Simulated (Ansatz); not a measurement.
Mg (hcp)

Method: r²SCAN, scalar-relativistic; no spin polarisation; PAW, 500 eV, Γ-centred 16×16×8 mesh, 0.05 eV Gaussian smearing; code Ansatz; PAW files: Ansatz's generated set soft_2.

```
Mg
1.0
     3.18939    0.00000    0.00000
    -1.59470    2.76210    0.00000
     0.00000    0.00000    5.12655
Mg
2
Direct
  0.33333 0.66667 0.75000
  0.66667 0.33333 0.25000
```

Path: Γ–M–K–Γ–A–L–H–A | L–M | H–K, with Γ = (0.000, 0.000, 0.000), M = (0.500, 0.000, 0.000), K = (0.333, 0.333, 0.000), A = (0.000, 0.000, 0.500), L = (0.500, 0.000, 0.500), H = (0.333, 0.333, 0.500) in reciprocal vectors of the calculation's cell.

Levels between -4 and 4 eV from the Fermi level at the path's named points:
```tsv
point	below E_F (eV)	above E_F (eV)
Γ	-1.88 -1.10	
M	-2.43 -2.26	2.85 3.12 3.69
K	-0.85 -0.64 -0.64	
A		
L	-1.29 -1.29 -0.41 -0.41	
H		0.13 0.13 0.58 0.58 1.87 1.87
```

**Question.** By these bands, is it a metal or an insulator, and if it has a gap, where are the band edges on this path?

**Answer.** A metal: bands cross the Fermi level.
